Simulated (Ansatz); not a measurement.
An Ansatz (a first-principles code) input:

Ansatz 0.2 input:
```yaml
crystal:
  lattice:
    - [0.0, 3.3091322456, 3.3091322456]
    - [3.3091322456, 0.0, 3.3091322456]
    - [3.3091322456, 3.3091322456, 0.0]
  atoms:
    - { symbol: Te, position: [0.75, 0.75, 0.75] }
    - { symbol: Cd, position: [0.0, 0.0, 0.0] }
kpoints:
  mp_grid: { grid: [6, 6, 6] }
basis: { xc_grid: 2 }
hamiltonian:
  xc: pbe
  pseudopotentials: { kind: paw }
scf:
  occupations: { method: fixed }
output:
  optics: { e_range: [0.0, 15.0], de: 0.05, sigma: 0.1, bands: { spectra_wanted_up_to: 12 eV } }
```

### Question
How many symmetry operations and irreducible k-points will the run report?

### Answer
24 operations, 16 of 216 k-points.

### Question
With a cutoff of 420 eV, how many plane waves at Γ?

### Answer
1411.

It took around 22 core-seconds (rough) on shared server cores.

Space group F-43m (zinc blende). Symmetry was held in the PBE relaxation; of distortions, only those at the zone centre were tested. Spin–orbit coupling is left out wherever it is not named.

Potentials: the later of the program's two PAW sets.

Ansatz is a plane-wave DFT program.
